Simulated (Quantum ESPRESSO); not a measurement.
Ga4MoHfIr2, one composition in several site orders

Computed values, not a measurement. The program is pw.x of Quantum ESPRESSO 7.5 (plane-wave density functional theory). The cell is made up: eight metal atoms on a face-centred cubic lattice, with elements, volume, strain and displacements drawn at random and not relaxed, so it may be unstable or far from any real phase. PseudoDojo standard norm-conserving files set the functional (PBE unless stated); there is no spin polarisation or spin-orbit coupling, the Fermi-Dirac width of 0.25 eV means electrons at about 2900 K, and the masses in the input are unused placeholders. Heavy elements are run without spin-orbit coupling, which real alloys of them have. A spin test at this wide smearing found no moment, but such smearing suppresses magnetism that the real alloy may have.

The runs put one composition on the sites in different orders. Cell, positions, cutoff, mesh and smearing stay as in the input of run 1; sites are counted in its order. Stress in the tables is positive in tension.

Input of run 1:

```
&control calculation='scf', pseudo_dir='./dojo.nc.sr.pbe.v0_5.standard.upf', outdir='./o', disk_io='minimal', tprnfor=.true., tstress=.true. /
&system ibrav=0, nat=8, ntyp=4, nbnd=69, ecutwfc=79.96652505, nosym=.true., tot_charge=0,
 occupations='smearing', smearing='fd', degauss=0.0183746611
/
&electrons conv_thr=1.470e-08, electron_maxstep=70, mixing_beta=0.5 /
ATOMIC_SPECIES
Ga 1.0 Ga.upf
Hf 1.0 Hf.upf
Ir 1.0 Ir.upf
Mo 1.0 Mo.upf
CELL_PARAMETERS angstrom
0.0 4.1365 4.1365
4.1365 0.0 4.1365
4.1365 4.1365 0.0
ATOMIC_POSITIONS angstrom
Ga 0.1105 -0.1741 -0.0563
Mo 2.0488 1.9789 -0.0273
Ga 2.1455 0.0403 2.0571
Ga 4.2758 1.8221 2.1045
Hf 0.0712 2.0218 2.2983
Ir 2.0365 4.1069 2.0601
Ir 2.0973 1.8588 4.1375
Ga 4.0745 4.1067 4.151
K_POINTS automatic
5 5 5 1 1 1
```

```
run  elements on sites 1 to 8  free energy less that of run 1 (eV)  -TS (eV)  pressure (GPa)  stress xx (GPa)  stress yy (GPa)  stress zz (GPa)  stress yz (GPa)  stress xz (GPa)  stress xy (GPa)  iterations
  1   Ga Mo Ga Ga Hf Ir Ir Ga                                0.000    -1.218          -10.03            13.92             7.63             8.53            -1.15             1.06             0.41          13
  2   Ga Ir Hf Ga Ga Ir Mo Ga                                0.356    -1.342          -10.51            10.90            10.73             9.90            -2.41            -0.02             0.14          13
  3   Mo Ga Hf Ir Ga Ga Ir Ga                               -0.398    -1.210           -9.77             9.91            10.17             9.23             1.12             0.61             2.35          14
  4   Ir Ir Hf Mo Ga Ga Ga Ga                               -0.366    -1.224           -9.39             9.39             8.81             9.96             1.31            -1.92            -2.48          14
  5   Ga Mo Hf Ga Ga Ir Ga Ir                                0.044    -1.287          -10.46            10.47            10.88            10.04            -1.02            -2.21             1.96          13
  6   Ga Ga Ir Hf Ga Ir Mo Ga                               -0.251    -1.228           -9.25            11.86             8.78             7.10            -0.29             0.94             0.20          13
```

Forces Fx Fy Fz (eV/Å):

```
site              run 1              run 2              run 3              run 4              run 5              run 6
   1    -0.14 0.85 1.40    -0.12 0.24 0.68    -0.42 0.57 0.88   -0.14 -0.03 0.13    -0.09 0.42 0.78     0.01 0.09 1.00
   2     0.10 0.49 0.56     0.01 0.16 0.11    -0.26 0.38 0.01     0.06 0.32 0.26     0.11 0.48 0.40     0.07 0.27 0.75
   3   -0.19 -0.46 0.10  -0.93 -0.85 -0.21   -0.20 -1.09 0.61  -0.76 -1.11 -0.37  -0.71 -1.39 -0.60  -0.25 -0.24 -0.22
   4   -0.10 0.76 -0.11     0.15 0.95 0.26   -0.15 0.66 -0.05    -0.12 1.19 0.18   -0.02 0.89 -0.15   -0.76 1.35 -0.39
   5  -0.05 -0.54 -2.12  -0.36 -0.09 -0.77  -0.09 -0.32 -0.84   -0.35 0.02 -0.23  -0.28 -0.28 -0.98  -0.10 -0.25 -1.11
   6   -0.01 -0.27 0.24    0.23 0.07 -0.31   0.56 -0.04 -0.39   0.67 -0.62 -0.11   0.30 -0.16 -0.10    0.67 -0.19 0.04
   7    0.33 0.12 -0.26     0.83 0.11 0.70     0.19 0.25 0.11     0.29 0.76 0.52     0.58 0.42 0.72     0.51 0.08 0.20
   8    0.06 -0.95 0.18   0.19 -0.59 -0.44   0.36 -0.41 -0.33   0.35 -0.53 -0.38   0.10 -0.39 -0.08  -0.15 -1.12 -0.28
```

The sites are displaced and not relaxed, so the energy differences mix bonding between neighbours with strain and are not ordering energies. A rerun of one cell of this series at a higher cutoff and on a denser mesh moved values by no more than 0.003 eV in energy, 0.05 GPa in stress and 0.008 eV/Å in force, and a second program with other atomic files agreed on that cell to 2 % rms in force and 0.5 GPa in pressure.